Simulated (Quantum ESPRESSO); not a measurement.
```xyz
10
Lattice="2.4025 1.3871 4.3721 -2.4025 1.3871 4.3721 0.0000 -2.7742 4.3721" Properties=species:S:1:pos:R:3 pbc="T T T"
Al     0.0000     0.0000     1.9399
Al     0.0000     0.0000    11.1764
Al     0.0000     0.0000     4.6182
Al     0.0000     0.0000     8.4980
O      0.9315     1.3871     7.6511
O     -0.9315    -1.3871     5.4651
O     -1.6670     0.1132     7.6511
O      1.6670    -0.1132     5.4651
O      0.7355    -1.5003     7.6511
O     -0.7355     1.5003     5.4651
```
The cell comes from the Materials Project (a computed structure). It is Al2O3 in R-3c. Stability against distortions was not tested.

With PBE (a modified build of Quantum ESPRESSO; gradients by PAW reconstruction on its ground state; JTH PAW datasets, 22.5 Ha):

| quantity | PBE |
|---|---|
| Vzz O (a.u.) | -0.404 |

Cores are frozen. Against all-electron runs on small test molecules, this scheme's |Vzz| missed by −7 % on Al, −2 to +6 % on O. Static lattice: thermal averaging is not included.

Question: What does the LDA, on its own JTH datasets and the same geometry, give?

Answer: 
```
quantity         LDA  LDA − PBE
------------  ------  ---------
Vzz O (a.u.)  -0.394     +0.011
```

As single numbers, gradients under 0.02 a.u. lie near what cutoff and mesh leave (some 0.003 a.u. in our sweeps).
